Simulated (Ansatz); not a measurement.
A distorted cell of As (A7 type, space group R-3m):

```yaml
crystal:
  lattice:
    - [1.89202, 1.09236, 3.36884]
    - [-1.89202, 1.09236, 3.36884]
    - [0.00000, -2.18472, 3.36884]
  atoms:
    - { symbol: As, position: [0.23031, 0.23031, 0.23031] }
    - { symbol: As, position: [0.78453, 0.78453, 0.78453] }
```

All values below come from PBE-D3(BJ) (plane waves to 420 eV, PAW, scalar-relativistic; Ansatz, a program for electronic structure). k mesh 9×9×9 (Γ-centred), Fermi-Dirac smearing 0.05 eV. The energy includes the smearing's −TS. Stress and pressure are positive under compression. With partly filled bands, energies and forces of such displacements shift with the k mesh and the smearing. As was relaxed with its symmetry unable to fall. The PAW data are Ansatz's earlier set.

What forces act on the atoms (eV/Å, Cartesian)?


```csv
atom,Fx,Fy,Fz
As1,0.000,0.000,1.293
As2,0.000,0.000,-1.293
```

What is the stress tensor (GPa)?


```
    3.5      0.0      0.0
    0.0      3.5      0.0
    0.0      0.0      4.1
```
The pressure, a third of the trace, is 3.7 GPa.

In it atom 2 sits (0.000, 0.000, 0.150) Å away from its relaxed site. What is its energy relative to the relaxed cell?

93 meV/cell.

(A displaced cell: forces are minus the slopes of the energy, force constants its curvatures, and phonons follow from these.)
